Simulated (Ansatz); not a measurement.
TiH₂ (space group I4/mmm)

```
CELL_PARAMETERS angstrom
     -1.58689     1.58689     2.07337
      1.58689    -1.58689     2.07337
      1.58689     1.58689    -2.07337
ATOMIC_POSITIONS crystal
  Ti 0.00000 0.00000 0.00000
  H  0.25000 0.75000 0.50000
  H  0.75000 0.25000 0.50000
```

The slice is a (-1 -1 2) plane (indices of the conventional cell) through the point (0.750, 0.250, 0.500) (fractional), spanned by u = [111] and v = [1 -1 0] in vectors of this cell: u (3.06 Å) and v (4.49 Å, at 90° to u). It covers one period; positions are fractions (u, v).

The numbers are results of PBEsol (plane waves to 420 eV, PAW, scalar-relativistic; Ansatz, a program for electronic structure), not measurements. k mesh 20×20×20. Near the nuclei the fields are pseudised (PAW); where an atom keeps semicore shells as valence, they peak there. This is one of several known forms of TiH2; the measured ambient cells at hand have space group No. 225. TiH2 is run without spin polarisation. TiH2 was relaxed with its symmetry unable to fall.

Three fields on this plane, each scaled to ten steps between its own extremes (0 low, 9 high; the total valence density on a logarithmic scale, the potential cut 8 eV below its top; x marks points blanked near nuclei; v = 0 in the bottom row):

Map A
```
|xxxxxx44455555444xxxxx|
|xxxxxx55678987655xxxxx|
|xxxxx5679xxxxx9765xxxx|
|xxxxx67xxxxxxxxx76xxxx|
|xxx4579xxxxxxxxx9754xx|
|444458xxxxxxxxxxx85444|
|333469xxxxxxxxxxx96433|
|333469xxxxxxxxxxx96433|
|333469xxxxxxxxxxx96433|
|444458xxxxxxxxxxx85444|
|xxx4579xxxxxxxxx9754xx|
|xxxxx67xxxxxxxxx76xxxx|
|xxxxx5679xxxxx9765xxxx|
|xxxxxx55678987655xxxxx|
|xxxxxx44455555444xxxxx|
|xxxxxx43333333334xxxxx|
|xxxxxx32222222223xxxxx|
|xxxxxx32111111123xxxxx|
|xxxxx3221110111223xxxx|
|xxxxx3211000001123xxxx|
|xxx33211000000011233xx|
|4433221000000000122334|
|3332211000000000112233|
|3322211000000000112223|
|3332211000000000112233|
|4433221000000000122334|
|xxx33211000000011233xx|
|xxxxx3211000001123xxxx|
|xxxxx3221110111223xxxx|
|xxxxxx32111111123xxxxx|
|xxxxxx32222222223xxxxx|
|xxxxxx43333333334xxxxx|
```

Map B
```
|xxxxxx10000000001xxxxx|
|xxxxxx00000000000xxxxx|
|xxxxx0000xxxxx0000xxxx|
|xxxxx00xxxxxxxxx00xxxx|
|xxx0000xxxxxxxxx0000xx|
|443000xxxxxxxxxxx00034|
|542000xxxxxxxxxxx00024|
|542000xxxxxxxxxxx00024|
|542000xxxxxxxxxxx00024|
|443000xxxxxxxxxxx00034|
|xxx0000xxxxxxxxx0000xx|
|xxxxx00xxxxxxxxx00xxxx|
|xxxxx0000xxxxx0000xxxx|
|xxxxxx00000000000xxxxx|
|xxxxxx10000000001xxxxx|
|xxxxxx33210001233xxxxx|
|xxxxxx55444444455xxxxx|
|xxxxxx66666666666xxxxx|
|xxxxx6777777777776xxxx|
|xxxxx7788888888877xxxx|
|xxx56788899999888765xx|
|4556678899999998876655|
|5556678899999998876655|
|5556678899999998876655|
|5556678899999998876655|
|4556678899999998876655|
|xxx56788899999888765xx|
|xxxxx7788888888877xxxx|
|xxxxx6777777777776xxxx|
|xxxxxx66666666666xxxxx|
|xxxxxx55444444455xxxxx|
|xxxxxx33210001233xxxxx|
```

Map C
```
|xxxxxx20001110002xxxxx|
|xxxxxx00135653100xxxxx|
|xxxxx0025xxxxx5200xxxx|
|xxxxx01xxxxxxxxx10xxxx|
|xxx2014xxxxxxxxx4102xx|
|653002xxxxxxxxxxx20035|
|431004xxxxxxxxxxx40013|
|321015xxxxxxxxxxx51012|
|431004xxxxxxxxxxx40013|
|653002xxxxxxxxxxx20035|
|xxx2014xxxxxxxxx4102xx|
|xxxxx01xxxxxxxxx10xxxx|
|xxxxx0025xxxxx5200xxxx|
|xxxxxx00135653100xxxxx|
|xxxxxx20001110002xxxxx|
|xxxxxx41000000014xxxxx|
|xxxxxx63100000136xxxxx|
|xxxxxx74211111247xxxxx|
|xxxxx9643222223469xxxx|
|xxxxx8644333334468xxxx|
|xxx87644444444444678xx|
|6665544444444444445566|
|4433333344444443333334|
|3333333344444443333333|
|4433333344444443333334|
|6665544444444444445566|
|xxx87644444444444678xx|
|xxxxx8644333334468xxxx|
|xxxxx9643222223469xxxx|
|xxxxxx74211111247xxxxx|
|xxxxxx63100000136xxxxx|
|xxxxxx41000000014xxxxx|
```

Task: Assign the maps to these fields: electron localisation function (ELF); valence electron density; electrostatic potential energy of an electron, from the cell's mean.

Result: A is the valence electron density; B is the electrostatic potential energy of an electron, from the cell's mean; C is the electron localisation function (ELF).
